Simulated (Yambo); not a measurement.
G0W0@PBEsol for CsAsF6 (space group R-3, No. 148) in Yambo. Reference settings: 2×2×2 Γ-centred k mesh, 258 bands and a 8 Ry block in the screening, 258 bands in G with the Bruneval-Gonze terminator, plasmon pole fitted at 27.2 eV. The PBEsol gap Γ → Γ on this mesh is 5.67 eV; G0W0 gaps are taken between the same points.

Gap (Γ → Γ) in eV against the number of bands and the screening block, terminator on:

```
bands (W and G)    2 Ry    3 Ry    5 Ry    6 Ry    8 Ry
---------------  ------  ------  ------  ------  ------
66               11.838  11.316  10.890  10.833  10.768
100              11.477  10.937  10.498  10.438  10.374
144              11.355  10.801  10.365  10.304  10.242
201              11.303  10.738  10.293  10.231  10.171
258              11.278  10.706  10.253  10.191  10.131
```

Rough cost of the Yambo step against the reference (shared machines):

```json
[
 {"bands (W and G)": "66", "2 Ry": "1/10", "3 Ry": "1/9", "5 Ry": "1/6", "6 Ry": "1/6", "8 Ry": "1/5"},
 {"bands (W and G)": "100", "2 Ry": "1/6", "3 Ry": "1/5", "5 Ry": "1/5", "6 Ry": "1/5", "8 Ry": "1/4"},
 {"bands (W and G)": "144", "2 Ry": "1/4", "3 Ry": "1/4", "5 Ry": "1/3", "6 Ry": "1/3", "8 Ry": "1/3"},
 {"bands (W and G)": "201", "2 Ry": "1/4", "3 Ry": "1/3", "5 Ry": "1/3", "6 Ry": "1/3", "8 Ry": "~1"},
 {"bands (W and G)": "258", "2 Ry": "1/2", "3 Ry": "~1", "5 Ry": "1/2", "6 Ry": "1/2", "8 Ry": "1"}
]
```

At the largest block the last step in bands moves the gap by -0.040 eV; at the most bands the last step in the block moves it by -0.060 eV.

Spin-orbit splittings are left out.

The standard potential for As keeps a d shell in the valence without the s and p states of that shell. In tests on such compounds this moved G0W0 gaps by up to about 0.9 eV, so absolute quasiparticle energies here are unreliable; differences between settings are what counts.

Geometry of the Materials Project entry, not relaxed at this level; primitive cell a = b = c = 5.1671 Å, α = β = γ = 96.53°.

The structure is a Materials Project entry; no match was found in the copy of COD used, and its stability was not checked.
